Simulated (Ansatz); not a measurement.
Relaxation of a generated cell, ZrO2 placed in the AFLOW prototype A2B_hP9_150_ef_bd (C22, as in Fe2P); 9 atoms in the cell, which starts as P321 (No. 150), hP9; a = b = 5.875 Å, c = 3.465 Å, α = β = 90.00°, γ = 120.00°. Computed with r2SCAN (plane waves to 500 eV, PAW, scalar-relativistic; Ansatz, a quantum-chemistry and plane-wave program). Γ-centred k-mesh 5×5×7 on the run's cell (coarser than for final values), Fermi–Dirac smearing 0.05 eV. This is the first round of the run. 

The optimiser's lines from the output (shortened; P is positive under compression):

```
relax step   1: F+E_penalty+E_count = -16012.09499527 eV  Δ(F+E_penalty+E_count) = +0.000e0 eV  max|allowed force component| = 6.349e-1 eV/Å  Δτ_max = 0.0000 Å  P = -23.874 GPa  Ω = 103.583 Å³  (9 SCF iters, dr2 threshold 1.00e-7 eV, accepted)
relax step   2: F+E_penalty+E_count = -16013.25517513 eV  Δ(F+E_penalty+E_count) = -1.160e0 eV  max|allowed force component| = 1.410e0 eV/Å  Δτ_max = 0.0800 Å  P = +3.411 GPa  Ω = 90.980 Å³  (7 SCF iters, dr2 threshold 9.00e-7 eV, accepted)
relax step   3: F+E_penalty+E_count = -16013.43089808 eV  Δ(F+E_penalty+E_count) = -1.757e-1 eV  max|allowed force component| = 1.023e0 eV/Å  Δτ_max = 0.0783 Å  P = +2.378 GPa  Ω = 90.522 Å³  (6 SCF iters, dr2 threshold 9.00e-7 eV, accepted)
relax step   4: F+E_penalty+E_count = -16013.67827749 eV  Δ(F+E_penalty+E_count) = -2.474e-1 eV  max|allowed force component| = 3.026e-1 eV/Å  Δτ_max = 0.2000 Å  P = +1.403 GPa  Ω = 89.562 Å³  (7 SCF iters, dr2 threshold 9.00e-7 eV, accepted)
relax step   5: F+E_penalty+E_count = -16013.70302139 eV  Δ(F+E_penalty+E_count) = -2.474e-2 eV  max|allowed force component| = 1.429e-1 eV/Å  Δτ_max = 0.0766 Å  P = -0.358 GPa  Ω = 89.957 Å³  (6 SCF iters, dr2 threshold 9.00e-7 eV, accepted)
relax step   6: F+E_penalty+E_count = -16013.70439702 eV  Δ(F+E_penalty+E_count) = -1.376e-3 eV  max|allowed force component| = 1.818e-2 eV/Å  Δτ_max = 0.0069 Å  P = -0.045 GPa  Ω = 89.907 Å³  (5 SCF iters, dr2 threshold 9.00e-7 eV, accepted)
relax step   7: F+E_penalty+E_count = -16013.70448244 eV  Δ(F+E_penalty+E_count) = -8.542e-5 eV  max|allowed force component| = 3.121e-4 eV/Å  Δτ_max = 0.0008 Å  P = +0.002 GPa  Ω = 89.880 Å³  (4 SCF iters, dr2 threshold 1.02e-7 eV, accepted)
relax step   8: F+E_penalty+E_count = -16013.69014759 eV  Δ(F+E_penalty+E_count) = +1.433e-2 eV  max|allowed force component| = 2.451e-4 eV/Å  Δτ_max = 0.0000 Å  P = +0.041 GPa  Ω = 89.880 Å³  stress off target by 4.41e-2 GPa  SCF on the basis re-selected at this cell (its energy is not comparable with the rows above)  (8 SCF iters)
relax step   9: F+E_penalty+E_count = -16013.69013364 eV  Δ(F+E_penalty+E_count) = +1.395e-5 eV  max|allowed force component| = 2.008e-4 eV/Å  Δτ_max = 0.0000 Å  P = -0.004 GPa  Ω = 89.895 Å³  (4 SCF iters, dr2 threshold 4.86e-9 eV, accepted)
relax step  10: F+E_penalty+E_count = -16013.69013994 eV  Δ(F+E_penalty+E_count) = -6.297e-6 eV  max|allowed force component| = 1.970e-4 eV/Å  Δτ_max = 0.0000 Å  P = -0.004 GPa  Ω = 89.895 Å³  stress off target by 5.15e-3 GPa  SCF on the basis re-selected at this cell (its energy is not comparable with the rows above)  (5 SCF iters)
```

From the first to the last row the energy changes by -0.18 eV/atom and the volume by -13.2 %. The last row is marked as not comparable with the walk above it, whose basis was carried along; it does compare with step 1, since both stand on a basis selected at the nominal cutoff for their own cell.

Later rounds, restarted from the end of this one on a renewed k-mesh, logged 2 more steps and released under 1 meV/atom more. The final structure after all rounds: P-62m (No. 189), hP9, AFLOW prototype A2B_hP9_189_fg_bc (C22, as in Fe2P); a = 5.6126 Å, b = 5.6126 Å, c = 3.2952 Å, α = 90.00°, β = 90.00°, γ = 120.00°. Between re-selections the logged energies stand on a plane-wave basis carried along with the cell. No spin polarisation in the result.

The run could not lose the symmetry of its start; a randomly shaken copy of 9 atoms returns to this structure.

The relaxed structure here is a generated cell of ZrO2: the first start was made by placing the elements on the sites of a structure type, and the end was not matched to a known phase here, so it may be hypothetical. Known forms of ZrO2 include space group No. 14, 137, 225.
